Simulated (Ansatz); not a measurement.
AlN:
```cif
data_Al4N4
_chemical_formula_sum 'Al4 N4'
_space_group_name_H-M_alt 'Fm-3m'
_space_group_IT_number 225
_space_group_name_Hall '-F 4 2 3'
_cell_length_a 4.03769
_cell_length_b 4.03769
_cell_length_c 4.03769
_cell_angle_alpha 90.000
_cell_angle_beta 90.000
_cell_angle_gamma 90.000
loop_
_atom_site_label
_atom_site_type_symbol
_atom_site_symmetry_multiplicity
_atom_site_Wyckoff_symbol
_atom_site_fract_x
_atom_site_fract_y
_atom_site_fract_z
_atom_site_occupancy
Al1 Al 4 b 0.50000 0.50000 0.50000 1
N1 N 4 a 0.00000 0.00000 0.00000 1
```
(The calculation used a cell of 2 atoms; values per cell refer to that cell.)

Relaxed with r²SCAN. Independent-particle spectrum: no excitons, no local fields, no scissors shift; 0.1 eV broadening; ε₁ of the summed bands alone.

### Question
Tabulate the dielectric function from DFT-r²SCAN in the program Ansatz with PAW potentials.

### Answer


| E (eV) | ε₁ xx | ε₂ xx |
|---|---|---|
| 0.0 | 4.64 | 0.00 |
| 0.3 | 4.64 | 0.00 |
| 0.6 | 4.65 | 0.00 |
| 0.9 | 4.66 | 0.00 |
| 1.2 | 4.68 | 0.00 |
| 1.5 | 4.71 | 0.00 |
| 1.8 | 4.75 | 0.00 |
| 2.1 | 4.79 | 0.00 |
| 2.4 | 4.83 | 0.00 |
| 2.7 | 4.89 | 0.00 |
| 3.0 | 4.96 | 0.00 |
| 3.3 | 5.03 | 0.00 |
| 3.6 | 5.12 | 0.00 |
| 3.9 | 5.21 | 0.00 |
| 4.2 | 5.33 | 0.00 |
| 4.5 | 5.46 | 0.00 |
| 4.8 | 5.61 | 0.00 |
| 5.1 | 5.78 | 0.00 |
| 5.4 | 5.99 | 0.00 |
| 5.7 | 6.24 | 0.00 |
| 6.0 | 6.54 | 0.00 |
| 6.3 | 6.93 | 0.00 |
| 6.6 | 7.52 | 0.16 |
| 6.9 | 7.91 | 0.42 |
| 7.2 | 8.42 | 0.58 |
| 7.5 | 9.13 | 0.73 |
| 7.8 | 10.26 | 0.92 |
| 8.1 | 12.92 | 2.06 |
| 8.4 | 12.62 | 5.71 |
| 8.7 | 12.40 | 7.33 |
| 9.0 | 11.98 | 9.99 |
| 9.3 | 10.17 | 12.14 |
| 9.6 | 8.60 | 14.17 |
| 9.9 | 4.00 | 18.94 |
| 10.2 | -3.13 | 13.63 |
| 10.5 | -3.31 | 10.09 |
| 10.8 | -2.94 | 7.31 |
| 11.1 | -2.03 | 5.77 |
| 11.4 | -0.89 | 4.71 |
| 11.7 | 0.60 | 5.23 |
| 12.0 | 0.10 | 6.22 |

### Question
From ε at 7.5 eV (xx: 9.13 + 0.73i), find n, k, the normal reflectivity and the absorption coefficient.

### Answer
n = 3.02, k = 0.121, R = 25 %, α = 2kE/ħc = 92000 cm⁻¹.

With all bands, ε∞ without local fields is 4.71. DFPT, with local fields, gives 4.75.

This is a known high-pressure phase of the composition, computed here at zero pressure and temperature. The cell was relaxed with r²SCAN under the symmetry of its start; phonons on a q-mesh show no instability.

Potentials: the later of the program's two PAW sets.
